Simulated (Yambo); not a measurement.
G0W0@LDA for RbCaH₃ (cubic perovskite, space group Pm-3m, No. 221) in Yambo. Reference settings: 4×4×4 Γ-centred k mesh, 162 bands and a 8 Ry block in the screening, 162 bands in G with the Bruneval-Gonze terminator, plasmon pole fitted at 27.2 eV. The LDA gap M → M on this mesh is 2.92 eV; G0W0 gaps are taken between the same points.

The settings were changed. The gap went from 5.64 eV to 5.58 eV, and the shift of the valence edge from -1.64 eV to -1.39 eV.

What was changed between the two runs?
A. 33 bands in W, 33 bands in G, 2 Ry block
B. 33 bands in W, 33 bands in G, 3 Ry block
C. 56 bands in W, 56 bands in G
D. 2×2×2 mesh

C, 56 bands in W, 56 bands in G. The others gave (gap, valence shift): 2×2×2 mesh: 5.46, -1.50 eV; 33 bands in W, 33 bands in G, 2 Ry block: 5.48, -1.13 eV; 33 bands in W, 33 bands in G, 3 Ry block: 5.51, -1.11 eV.

Geometry of the Materials Project entry, not relaxed at this level; primitive cell a = b = c = 4.5210 Å, α = β = γ = 90.00°.

A shift is the quasiparticle energy of the state minus its LDA energy.
